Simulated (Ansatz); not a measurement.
A plane-wave DFT run in Ansatz 0.2.0 (scalar-relativistic PAW potentials unless the input names others): input and command.

```yaml
crystal:
  lattice:
    - [4.5601832238, 0.0, 0.0]
    - [-2.2800916119, 3.9492345177, 0.0]
    - [0.0, 0.0, 2.7375482309]
  atoms:
    - { symbol: Pd, position: [0.3333333333, 0.6666666667, 0.5] }
    - { symbol: Pd, position: [0.6666666667, 0.3333333333, 0.5] }
    - { symbol: Au, position: [0.0, 0.0, 0.0] }
basis:
  ecutwfc: 420
kpoints:
  mp_grid: { grid: [12, 12, 16] }
hamiltonian:
  xc: pbe
scf:
  occupations: { method: methfessel_paxton, width: 0.15 }
output:
  forces: true
  eigenvalues: true
  stress: true
```

```bash
ansatz run input.yaml --threads 1 --pin off --max-ram 2560MiB --backend cpu --events-out ev --progress --plain --runs-dir out
```

Abridged log:
```
Basis set: ecut = 420 eV, 951 PW (Γ), exchange–correlation on 64×64×40 points (8 copies of the dense FFT grid, shifted against one another)
Bands: 33, of which v1, the nominal top of the filled ones, is band 28 counted from 1 (27 counted from 0)
Symmetry: 24 space group operations
k-points: 171 of 2304
SCF iter   1: F=—  HF=-27094.995236 eV  |F-HF|=—  |Δ(HF+E_count)|=         —  Δρ=8.72e-3  dr2=1.79e-2  ethr=1.77e-3  ⟨swp⟩=5.3  Hψ=21082  notcnv=0
SCF iter   2: F=—  HF=-27094.994599 eV  |F-HF|=—  |Δ(HF+E_count)|=   6.37e-4  S|Δr|=    0.00e0  Δρ=4.32e-3  dr2=5.67e-3  ethr=3.26e-5  ⟨swp⟩=1.5  Hψ=7392  notcnv=0
SCF iter   3: F=—  HF=-27094.993988 eV  |F-HF|=—  |Δ(HF+E_count)|=   6.11e-4  S|Δr|=    0.00e0  Δρ=5.17e-4  dr2=2.98e-4  ethr=1.03e-5  ⟨swp⟩=1.2  Hψ=5630  notcnv=0
SCF iter   4: F=—  HF=-27094.993928 eV  |F-HF|=—  |Δ(HF+E_count)|=   6.00e-5  S|Δr|=    0.00e0  Δρ=1.74e-4  dr2=1.80e-5  ethr=5.41e-7  ⟨swp⟩=1.9  Hψ=6737  notcnv=0
SCF iter   5: F=—  HF=-27094.993932 eV  |F-HF|=—  |Δ(HF+E_count)|=   4.37e-6  S|Δr|=    0.00e0  Δρ=5.01e-5  dr2=1.46e-6  ethr=3.27e-8  ⟨swp⟩=2.2  Hψ=8492  notcnv=0
SCF iter   6: F=-27094.993932 eV  HF=-27094.993932 eV  |F-HF|=1.17e-8  |Δ(HF+E_count)|=   1.01e-7  S|Δr|=    0.00e0  Δρ=1.66e-5  dr2=8.54e-8  ethr=1.82e-10  ⟨swp⟩=5.6  Hψ=23084  notcnv=0
SCF 1 converged in 6 iterations: F = -27094.993932 eV  dr2 = 8.54e-8
SCF converged after 6 iterations
Stability not checked: this state was not tested for a lower state beside it, because cold or Methfessel-Paxton smearing, or corrected tetrahedra, fill the levels in a way that the test cannot read (fill_not_monotonic; see scf.lower_state_search)
Free energy (F): -27094.993932 eV
Harris-Foulkes:  -27094.993932 eV  (|F-HF|=1.17e-8)
Internal energy: -27094.998696 eV  (E = F + TS)
E sigma→0 (E₀):  -27094.995123 eV
Entropy (-TS):   0.004764 eV (1.588 meV/atom)
Fermi energy:    18.409545 eV
--- Forces (eV/Å), atoms counted from 1 ---
  atom   1  Pd     0.00000000     0.00000000     0.00000000
  atom   2  Pd     0.00000000     0.00000000     0.00000000
  atom   3  Au     0.00000000     0.00000000     0.00000000
--- Stress (GPa, compression-positive) ---
       -0.052761       0.000000       0.000000
        0.000000      -0.052761       0.000000
        0.000000       0.000000       0.022060
  P = ⅓ Tr σ = -0.0278 GPa (-0.278 kbar)
```

Apart from outputs, empty bands and the relaxation, which only the reference makes, the input differs from a reference run on usual settings in scf.occupations.method: "gaussian" → "methfessel_paxton"; scf.occupations.width: 0.1 → 0.15. The reference, at the same geometry, ended its own course with pressure 0.00 GPa, largest force 0.000 eV/Å, no gap on the mesh. This run converged in 6 SCF iterations with an energy at zero smearing 0.01 meV/atom below the reference's, pressure -0.03 GPa, largest force 0.000 eV/Å, no gap on the mesh.

It took 9.6 s on 1 thread of Arm Neoverse V2 (shared host), peak memory 0.46 GiB.